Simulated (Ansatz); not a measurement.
## What moves the field gradients of KC?

Cell of run 1: an entry of the Crystallography Open Database (COD), atoms as given.

```cif
data_KC
_symmetry_space_group_name_H-M 'I4_1/acd:1'
_symmetry_Int_Tables_number 142
_cell_length_a 7.5690
_cell_length_b 7.5690
_cell_length_c 14.5210
_cell_angle_alpha 90.000
_cell_angle_beta 90.000
_cell_angle_gamma 90.000
loop_
_atom_site_label
_atom_site_type_symbol
_atom_site_symmetry_multiplicity
_atom_site_Wyckoff_symbol
_atom_site_fract_x
_atom_site_fract_y
_atom_site_fract_z
K K 16 e 0.6915 0.2500 0.8750
C C 16 f 0.0557 0.0557 0.2500
```

One atom of each set is listed; the run and its k-mesh use a cell of 16 atoms with edges of 9.02, 9.02, 9.02 Å.

Relaxed positions (PBE, cell held):

K (0.6915, 0.2500, 0.8750)
C (0.0591, 0.0591, 0.2500)

All runs are DFT with Ansatz 0.2.0 (plane waves and PAW, scalar-relativistic unless spin–orbit coupling is named, Γ-centred meshes, Fermi–Dirac smearing where given) in this cell.

Run 1: PBE, atoms as given; 420 eV, 6×6×6 k-points, smearing 0.05 eV.
Run 2: PBE, atoms relaxed; 420 eV, 6×6×6 k-points, smearing 0.05 eV.
Run 3: r2SCAN, at the relaxed atoms; 500 eV, 6×6×6 k-points, smearing 0.05 eV.
Run 4: PBE, at the relaxed atoms; 550 eV, 6×6×6 k-points, smearing 0.05 eV.

```
run    K V_zz (η)    C V_zz (η)
  1  -1.13 (0.54)  -6.54 (0.02)
  2  -1.16 (0.49)  -6.32 (0.02)
  3             ?             ?
  4  -1.16 (0.49)  -6.36 (0.02)
```

V_zz in 10²¹ V/m².

Task: Estimate the row of run 3.

Result: K: -1.19 (0.47); C: -6.59 (0.02). It lies nearest to run 1, from whose tensors on these sites it differs by 0.08 at most (largest principal value of the difference, on K). Taken one at a time, the functional (r2SCAN with its higher cutoff) moves the tensors on these sites by up to 0.27 (largest principal value of the change, on C), the positions of the atoms (as given or relaxed) by 0.22 (C), the cutoff by 0.03 (C).

The database entry as given showed forces above 3 eV/Å or a pressure above 30 GPa, though relaxing it moves no atom far. In runs 1, 3 the atoms aren't at the calculated equilibrium (largest force 6.7, 0.59 eV/Å).
